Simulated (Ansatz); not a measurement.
CuSe₂:
```
CuSe2
1.0
    5.03331     0.00000     0.00000
    0.00000     6.18638     0.00000
    0.00000     0.00000     3.76869
Cu Se
2 4
Cartesian
  0.00000   0.00000   0.00000
  2.51665   3.09319   1.88435
  4.10044   3.79835   0.00000
  0.93286   2.38804   0.00000
  1.58379   5.48123   1.88435
  3.44952   0.70515   1.88435
```

Relaxed with r²SCAN. Special points in fractions of this cell's reciprocal vectors: Γ (0.000, 0.000, 0.000); X (0.500, 0.000, 0.000); S (0.500, 0.500, 0.000); Y (0.000, 0.500, 0.000); Z (0.000, 0.000, 0.500); U (0.500, 0.000, 0.500); R (0.500, 0.500, 0.500); T (0.000, 0.500, 0.500).

List the band energies nearest the Fermi level at these points for DFT-r²SCAN in the program Ansatz with PAW potentials.

In eV from the Fermi level; about four levels below and three above (degenerate sets whole), none deeper than 8.9 eV; points with the same levels are listed once.

| k | below | above |
|---|---|---|
| Γ | -2.66 -2.56 -1.83 -1.63 | 0.81 0.84 1.11 |
| X | -1.29 -1.29 -0.29 -0.29 | 0.03 0.03 1.58 1.58 |
| S | -1.10 -1.10 -0.70 -0.70 | 2.49 2.49 4.54 4.54 |
| Y | -2.27 -2.27 -1.09 -1.09 | 0.99 0.99 1.45 1.45 |
| Z | -1.30 -1.30 -0.86 -0.86 | 1.70 1.70 3.80 3.80 |
| U | -2.57 -2.57 -1.54 -1.54 | 0.92 0.92 2.28 2.28 |
| R | -0.57 -0.57 -0.04 -0.04 | 1.40 1.40 5.03 5.03 |
| T | -2.12 -2.12 -0.61 -0.61 | 2.23 2.23 4.09 4.09 |

Space group Pnnm. The workflow started from an entry of the Crystallography Open Database (COD). Whether it is the stable phase at ambient conditions was not checked. Symmetry was held in the r²SCAN relaxation; its stability against distortions is not shown here. The run is not spin-polarised. Spin–orbit coupling is left out wherever it is not named.

Potentials: the later of the program's two PAW sets.
